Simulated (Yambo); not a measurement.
Yambo run on CdS (zinc blende, space group F-43m, No. 216). The wavefunctions are PBEsol (pw.x of Quantum ESPRESSO, ONCV potentials, with spin-orbit coupling) ones on a 4×4×4 mesh (26 occupied bands); a = 4.119 Å, b = 4.119 Å, c = 4.119 Å, α = 60.00°, β = 60.00°, γ = 60.00°.

Yambo input:

```
rim_cut
gw0
dyson
el_el_corr
HF_and_locXC
cohsex
em1s
RandQpts= 1000000
RandGvec= 1 Ry
EXXRLvcs= 102 Ry
VXCRLvcs= 408 Ry
Chimod= "HARTREE"
% BndsRnXs
 9 | 238 |
%
NGsBlkXs= 10 Ry
% LongDrXs
 1.0 | 1.0 | 1.0 |
%
ExtendOut
% QPkrange
 1 | 1 | 26 | 27 |
%
```

k points by index: 1 = Γ.

Table of the .qp output:

```
#    K-point    Band    Eo [eV]    E [eV]    E-Eo [eV]    Vxc [eV]    Vnlxc [eV]    Sc|Eo [eV]    Re(Z)    Im(Z)
#
    1    26    0.000000    -3.154838    -3.154838    -15.24714    -18.31190    -0.090079    1.000000    0.000000
    1    27    0.997986    -0.264787    -1.262773    -10.79802    -6.807560    -5.253237    1.000000    0.000000
```
(The two width columns are left out.) Convergence of these settings isn't established.

Geometry relaxed with PBEsol.
